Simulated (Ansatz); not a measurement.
Zr:
```
CELL_PARAMETERS angstrom
     -2.73083     4.15006     3.10631
      2.73083    -4.15006     3.10631
      2.73083     4.15006    -3.10631
ATOMIC_POSITIONS crystal
  Zr 0.25000 0.25000 0.00000
  Zr 0.75000 0.75000 0.00000
  Zr 0.32252 0.08173 0.40426
  Zr 0.67748 0.91827 0.59574
  Zr 0.17748 0.58173 0.75921
  Zr 0.82252 0.41827 0.24079
```

Relaxed with r²SCAN. Special points in fractions of this cell's reciprocal vectors: Γ (0.000, 0.000, 0.000); X (0.500, -0.500, 0.500); F0 (0.358, -0.358, 0.642); Σ0 (-0.358, 0.358, 0.358); Λ0 (0.390, 0.390, -0.390); G0 (0.610, -0.390, 0.390); R (0.000, 0.500, 0.000); W (0.250, 0.250, 0.250); S (0.500, 0.000, 0.000); T (0.000, 0.000, 0.500).

Task: List the band energies nearest the Fermi level at these points for DFT-r²SCAN in the program Ansatz with PAW potentials.

Result: In eV from the Fermi level; about four levels below and three above (degenerate sets whole), none deeper than 8.9 eV; points with the same levels are listed once.

| k | below | above |
|---|---|---|
| Γ | -0.93 -0.76 -0.43 -0.18 | 0.14 0.27 0.65 |
| X | -2.06 -1.95 -1.27 -0.78 | 0.05 0.15 0.28 |
| F0 | -1.11 -0.45 -0.40 -0.03 | 0.28 0.50 0.81 |
| Λ0 | -0.60 -0.58 -0.07 -0.03 | 0.53 0.67 0.82 |
| R | -0.92 -0.92 -0.64 -0.64 | 0.03 0.03 0.93 0.93 |
| W | -0.82 -0.82 -0.60 -0.60 | 0.11 0.11 0.87 0.87 |
| S | -1.08 -1.08 -0.40 -0.40 | 0.45 0.45 1.11 1.11 |
| T | -0.43 -0.40 -0.39 0.00 | 0.18 0.27 0.80 |

Space group Ibam. The first step of the workflow began from a Materials Project structure, measured or hypothetical; the Crystallography Open Database copy checked does not list it. It is not the phase usual at ambient conditions (space group No. 194). The r²SCAN relaxation kept the symmetry of its start; its stability against distortions is not shown here. No spin polarisation was allowed. Spin–orbit coupling is left out wherever it is not named.

Potentials: the later of the program's two PAW sets.
